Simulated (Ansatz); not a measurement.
Rb2VAgS4:
```
CELL_PARAMETERS angstrom
      0.00000     6.74460    11.65661
      2.90895     0.00000    11.65661
      2.90895     6.74460     0.00000
ATOMIC_POSITIONS crystal
  Rb 0.18026 0.18026 0.81974
  Rb 0.81974 0.81974 0.18026
  Rb 0.06974 0.06974 0.43026
  Rb 0.43026 0.43026 0.06974
  V  0.00000 0.00000 0.00000
  V  0.25000 0.25000 0.25000
  Ag 0.50000 0.50000 0.50000
  Ag 0.75000 0.75000 0.75000
  S  0.75501 0.35459 0.05250
  S  0.35459 0.75501 0.83790
  S  0.83790 0.05250 0.35459
  S  0.05250 0.83790 0.75501
  S  0.49499 0.89541 0.19750
  S  0.89541 0.49499 0.41210
  S  0.41210 0.19750 0.89541
  S  0.19750 0.41210 0.49499
```

Relaxed with r²SCAN. Special points in fractions of this cell's reciprocal vectors: Γ (0.000, 0.000, 0.000); Y (0.500, 0.000, 0.500); T (1.000, 0.500, 0.500); Z (0.500, 0.500, 0.000); Σ0 (0.000, 0.312, 0.312); U0 (1.000, 0.688, 0.688); C0 (0.500, 0.219, 0.719); A0 (0.500, 0.781, 0.281); L (0.500, 0.500, 0.500).

Question: List the band energies nearest the valence-band maximum at these points for the program Ansatz at the r²SCAN level (PAW).

Answer: In eV from the valence-band maximum; about four levels below and three above (degenerate sets whole), none deeper than 8.9 eV; points with the same levels are listed once.

| k | below | above |
|---|---|---|
| Γ | -0.82 -0.82 -0.58 -0.57 | 1.58 1.63 1.69 |
| Y | -0.87 -0.87 -0.74 -0.74 | 1.69 1.69 1.80 1.80 |
| T | -0.86 -0.86 -0.72 -0.72 | 1.69 1.69 1.89 1.89 |
| Z | -0.83 -0.83 -0.57 -0.57 | 1.62 1.62 1.66 1.66 |
| Σ0 | -0.35 -0.29 -0.12 -0.09 | 1.72 1.80 1.87 |
| C0 | -0.27 -0.27 -0.06 -0.06 | 1.78 1.78 1.87 1.87 |
| L | -0.27 -0.16 -0.12 -0.10 | 1.73 1.80 1.82 |

Space group Fddd. The workflow started from a Materials Project entry (that database holds measured and hypothetical structures alike); the Crystallography Open Database files this formula in space group No. 70, but the cells were not matched. Whether it is the stable phase at ambient conditions was not checked. The r²SCAN relaxation kept the symmetry of its start; its stability against distortions is not shown here. The run is not spin-polarised. Scalar-relativistic: spin–orbit coupling is off unless named, which matters more the heavier the elements.

Potentials: the later of the program's two PAW sets.
